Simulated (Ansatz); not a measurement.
## Structure relaxation, InBi

The start is a generated trial cell of InBi in the AFLOW prototype AB_cI16_199_a_a (B_a). The structure is fully relaxed (lattice and positions, P = 0) with r2SCAN (plane waves to 500 eV, PAW, scalar-relativistic; Ansatz, a program for electronic structure). The first steps use a coarse 6×6×6 k-mesh.

Starting cell:
```
CELL_PARAMETERS angstrom
     -4.24931     4.24931     4.24931
      4.24931    -4.24931     4.24931
      4.24931     4.24931    -4.24931
ATOMIC_POSITIONS crystal
  In 0.91200 0.91200 0.91200
  In 0.50000 0.00000 0.58800
  In 0.00000 0.58800 0.50000
  In 0.58800 0.50000 0.00000
  Bi 0.43060 0.43060 0.43060
  Bi 0.50000 0.00000 0.06940
  Bi 0.00000 0.06940 0.50000
  Bi 0.06940 0.50000 0.00000
```

Question: What pressure does the first self-consistent step give?

Answer: -5.9 GPa (negative: the cell is under tension).

Question: What is the largest force in the starting geometry, and on which atom (counted from 1)?

Answer: 0.48 eV/Å, on Bi5, Bi6, Bi7, Bi8 (atoms numbered as listed).

Question: How does the volume change?

Answer: -19.6 %, from 38.36 to 30.83 Å³/atom.

Question: How do the shortest distances between atoms change?

Answer: The closest pairs of elements (up to four, under 3.6 Å), start → end: In–In 3.58 → 3.17 Å; Bi–Bi 3.71 → 3.20 Å; Bi–In 3.54 → 3.39 Å.

Question: Write out the relaxed structure.

Answer: 
Space group I2₁3 (No. 199); a = b = c = 7.901 Å, α = β = γ = 90.00°

```csv
atom,site,symmetry,x,y,z
In,8a,.3.,0.4423,0.4423,0.4423
Bi,8a,.3.,0.1944,0.1944,0.1944
```
(The calculation used a cell of 8 atoms; values per cell refer to that cell.)

The space group stays I2₁3 (No. 199) (the run could not lower it); the end is AFLOW prototype AB_cI16_199_a_a (B_a), with 8 atoms in the primitive cell. Final values are on a 9×9×9 k-mesh of the relaxed cell. No spin polarisation in the result.

The run could not lose the symmetry of its start: the end is stationary, and may be a saddle point rather than a minimum.

The relaxed structure here is a generated cell of InBi: the first start was made by placing the elements on the sites of a structure type, and the end was not matched to a known phase here, so it may be hypothetical.
